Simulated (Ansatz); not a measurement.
BN:
```
CELL_PARAMETERS angstrom
      1.24900    -2.16325     0.00000
      1.24900     2.16325     0.00000
      0.00000     0.00000     6.59936
ATOMIC_POSITIONS crystal
  B  0.33375 0.66625 0.75000
  N  0.66708 0.33292 0.75000
  B  0.66625 0.33375 0.25000
  N  0.33292 0.66708 0.25000
```

Relaxed with r²SCAN+D4.

Question: Map the valence electron density (e/Å³), cut off at 3 on the plane through (0.334, 0.666, 0.750) spanned by u = [1, 1, 0] and v = [1, -1, 0] in lattice vectors, from the program Ansatz at the r²SCAN+D4 level (PAW).

Answer: x is the fraction of u, y of v (the angle between them is 90°; rows are the nearest grid lines); atoms in the plane: B at (0.00, 0.00), B at (0.50, 0.50), N at (0.00, 0.33), N at (0.50, 0.83).
```
|01223333333332210|
|11344566766544311|
|22346899999864322|
|12246999999964221|
|11135899999853111|
|00123699999632100|
|00012479997421000|
|00001246664210000|
|00001234443210000|
|00001123332110000|
|11111211111211111|
|33333221012233333|
|76654431113445667|
|99986432223468999|
|99996422122469999|
|99985311111358999|
|99963210001236999|
|99742100000124799|
|66421000000012466|
|44321000000012344|
|33211000000011233|
|11121111111112111|
|01223333333332210|
```
Scale: ten equal steps from 0.141 (start of '0') to 3.00 (end of '9'), in the order '0123456789'; x runs from 0.000 to 1.00, y from 0.000 (bottom) to 1.00 (top).

The density is the valence pseudo-density with augmentation charge, so density and ELF within about 1 Å of a nucleus are not all-electron values.

Space group P6_3/mmc. The cell was relaxed with r²SCAN+D4 under the symmetry of its start.

Potentials: the earlier of the program's two PAW sets.
